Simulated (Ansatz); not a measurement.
Starting cell, Nb (bcc, W type):

```yaml
crystal:
  lattice:
    - [-3.30962, 3.30962, 3.30962]
    - [1.65481, -1.65481, 1.65481]
    - [1.65481, 1.65481, -1.65481]
  atoms:
    - { symbol: Nb, position: [0.00000, 0.00000, 0.00000] }
    - { symbol: Nb, position: [0.50000, 0.00000, 0.00000] }
```

In each cell atom 2 (Nb, nearest neighbour Nb at 2.866 Å; its periodic images, 2.9 Å or more away, move with it) moves by s·(1.000, 0.000, 0.000) (along Cartesian x), the rest being held.

Level of theory: PBE (plane waves to 420 eV, PAW, scalar-relativistic; Ansatz, an electronic-structure program). k mesh 8×16×16 (Γ-centred), Fermi-Dirac smearing 0.05 eV. The energy includes the smearing's −TS. With partly filled bands, energies and forces of such displacements shift with the k mesh and the smearing. On this mesh the relaxed cell isn't quite at rest: it carries a pressure of -0.1 GPa (compression positive) at the zero of the scan. Nb is run without spin polarisation. Nb was relaxed with its symmetry unable to fall. ΔE is measured from the undisplaced structure. The last digit holds for this mesh only.

```tsv
s (Å)	ΔE (meV/cell)
-0.570	505.2
-0.456	366.6
-0.342	234.0
-0.228	116.3
-0.114	31.8
0.000	0.0
0.114	31.8
0.228	116.3
0.342	234.0
0.456	366.6
0.570	505.2
```

Problem. What force constant k = d²E/ds² at s = 0 does the table give?

Solution. 5.0 eV/Å². It is the second difference of the nearest points, corrected with the next pair.

Problem. With k = 4.99 eV/Å² from the forces, is the well harmonic out to s = 0.570 Å?

Solution. ½ks² = 811 meV/cell against the computed 505 meV/cell, so the well is softer than harmonic there.

(A displaced cell: forces are minus the slopes of the energy, force constants its curvatures, and phonons follow from these.)
